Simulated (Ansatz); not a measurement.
Pd$_{3}$S in space group Cmcm (No. 63; Pd on 8g, Pd on 4b, S on 4c), DFT-PBE in the program Ansatz with PAW potentials, all energies at zero smearing, with the estimated change up to a 700 eV cutoff added, with one set of potentials and settings (totals compare only within such a set). Cell of 8 atoms (6 Pd, 2 S): -43643.370 eV.

```json
[
 {"element": "Pd", "reference phase": "Fm-3m, 1 atoms in the cell", "E (eV/atom)": "-6972.9107"},
 {"element": "S", "reference phase": "Fddd, 32 atoms in the cell", "E (eV/atom)": "-902.0602"}
]
```

Formation energy per atom, worked out: (-43643.370 − 6×(-6972.9107) − 2×(-902.0602))/8 = -0.223 eV/atom (-22 kJ per mol of atoms), at 0 K, without zero-point energy or fitted corrections.

The first step of the workflow began from a Materials Project structure, measured or hypothetical; the Crystallography Open Database copy checked does not list it. Whether it is the stable phase at ambient conditions was not checked. The cell was relaxed with PBE under the symmetry of its start; its stability against distortions is not shown here. The run is not spin-polarised. The references are the lowest solids computed at this level, not always the standard phases.

Potentials: the earlier of the program's two PAW sets.
